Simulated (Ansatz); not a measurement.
# Surface calculation: bcc Ta (110), 3 layers

The slab is cut from the bcc crystal, the stable phase, as relaxed on PAW files (17.23 Å³/atom), with 16 Å of vacuum and a dipole correction:

```xyz
3
Lattice="2.8182 0.0000 0.0000 -0.9394 2.6570 0.0000 0.0000 0.0000 20.6021" Properties=species:S:1:pos:R:3 pbc="T T T"
Ta    0.0000    0.0000    8.0000
Ta    0.9394    1.3285   10.3011
Ta    0.0000    0.0000   12.6021
```

Level of theory: DFT with LDA, scalar-relativistic, in Ansatz 0.2.0; a Γ-centred 15×15×1 k mesh, Fermi–Dirac smearing of 0.1 eV, no spin polarisation. LAPW: all electrons, basis error target 1 meV/atom; PAW: frozen-core files, cutoff 420 eV.

The bulk energy comes from a cell in the slab's orientation on a 15×15×9 mesh. The surface energy is (E(slab) − N·E(bulk))/2A at zero smearing, the mean of both faces; thin slabs carry quantum-size effects.

Spin–orbit coupling is left out, which matters for the heavy atoms. The PAW files were made under PBE.

Question: As cut, the LAPW slab lies 2.548 eV above 3 atoms of bulk. What surface energy is that?

Answer: Over two faces of 7.49 Å² it is 170.2 meV/Å², and times 16.02 J/m² per eV/Å² that gives γ = 2.726 J/m².

```csv
method,γ as cut (J/m²),γ relaxed (J/m²),Φ as cut (eV),Φ relaxed (eV)
LAPW,2.726,2.688,5.04,5.01
```

Question: How do the spacings between the planes relax?

Answer: From the bottom face up: d12 -3.1 % of 2.301 Å, d23 -3.1 % of 2.301 Å.

Question: A field of 0.5 V/Å is applied along the normal, atoms held. What follows?

Answer: LAPW finds an induced dipole of 0.1780 e·Å a cell (PAW 0.1779), that is 8.60 Å for 4πα over the area, against 4.46 Å between the outer atoms.

Question: What changes if the vacuum is set to 13 Å?

Answer: LAPW then gives: no gap, work function 5.01 eV; PAW: no gap, work function 5.01 eV. The program warns that the vacuum is too thin.

Question: A 4f core hole is made on one atom of each kind in every 1×1 cell (PAW hole dataset, neutral cell, valence without spin). What does it cost by layer?

Answer: layer 1 23.05 eV, layer 2 22.81 eV. Shifts between layers mean more than the absolute values, and a whole layer of holes screens otherwise than one hole.

Question: In the relaxed 1×1 cell, replace the outer, then the middle Ta by W, which changes a whole layer. What shift does this Z+1 picture give?

Answer: E(outer) − E(middle) = +0.31 eV by LAPW and +0.31 eV by PAW; a positive value puts the surface line at higher binding energy.
